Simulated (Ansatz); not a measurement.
SiC:
```
CELL_PARAMETERS angstrom
      3.09550     0.00000     0.00000
     -1.54775     2.68078     0.00000
      0.00000     0.00000    20.24369
ATOMIC_POSITIONS crystal
  Si 0.33333 0.66667 0.25011
  Si 0.66667 0.33333 0.75011
  C  0.33333 0.66667 0.96892
  C  0.66667 0.33333 0.46892
  C  0.00000 0.00000 0.09386
  C  0.00000 0.00000 0.59386
  C  0.33333 0.66667 0.34412
  C  0.66667 0.33333 0.84412
  C  0.33333 0.66667 0.71873
  C  0.66667 0.33333 0.21873
  Si 0.33333 0.66667 0.62500
  Si 0.66667 0.33333 0.12500
  Si 0.00000 0.00000 0.00009
  Si 0.00000 0.00000 0.50009
  Si 0.33333 0.66667 0.87518
  Si 0.66667 0.33333 0.37518
```

Relaxed with PBE. Independent-particle spectrum: no excitons, no local fields, no scissors shift; 0.1 eV broadening; ε₁ of the summed bands alone.

Tabulate the dielectric function from the program Ansatz at the PBE level (PAW).



```tsv
E (eV)	ε₁ xx	ε₂ xx	ε₁ zz	ε₂ zz
0.0	7.20	0.00	7.39	0.00
0.4	7.22	0.00	7.41	0.00
0.8	7.28	0.00	7.48	0.00
1.2	7.39	0.00	7.60	0.00
1.6	7.54	0.00	7.78	0.00
2.0	7.75	0.00	8.02	0.00
2.4	8.04	0.00	8.37	0.00
2.8	8.42	0.00	8.87	0.00
3.2	8.99	0.06	9.80	0.05
3.6	9.63	0.23	10.39	1.42
4.0	10.42	0.28	10.58	1.30
4.4	11.88	0.46	12.19	1.80
4.8	14.03	1.73	12.97	3.56
5.2	15.82	4.64	14.13	4.87
5.6	17.24	8.28	15.06	7.38
6.0	17.08	13.23	16.39	13.66
6.4	12.30	17.93	10.10	15.98
6.8	3.90	22.66	6.37	17.74
7.2	-0.54	14.30	2.24	14.91
7.6	0.62	12.70	2.93	14.28
8.0	-0.33	12.92	-3.08	14.90
8.4	-2.30	13.04	-5.28	13.57
8.8	-5.02	10.86	-5.23	10.72
9.2	-5.47	8.69	-5.98	8.37
9.6	-5.29	6.78	-5.54	6.32
10.0	-4.84	5.49	-4.76	4.98
10.4	-4.48	4.45	-4.30	4.25
10.8	-3.97	3.88	-3.88	3.59
11.2	-3.67	3.16	-3.44	3.21
11.6	-3.23	3.00	-3.02	2.86
12.0	-3.09	2.63	-3.03	2.70
```

From ε at 4.8 eV (xx: 14.03 + 1.73i), find n, k, the normal reflectivity and the absorption coefficient.

n = 3.75, k = 0.230, R = 34 %, α = 2kE/ħc = 110000 cm⁻¹.

With all bands, ε∞ without local fields is 7.26 (xx = yy), 7.45 (zz). DFPT, with local fields, gives 7.03 (xx = yy), 7.23 (zz).

Space group P6_3mc. The workflow started from an entry of the Crystallography Open Database (COD). Its sites differ from those of the usual phase in this space group: another stacking or structure type. The PBE relaxation kept the symmetry of its start; phonons on a q-mesh show no instability.

Potentials: the later of the program's two PAW sets.
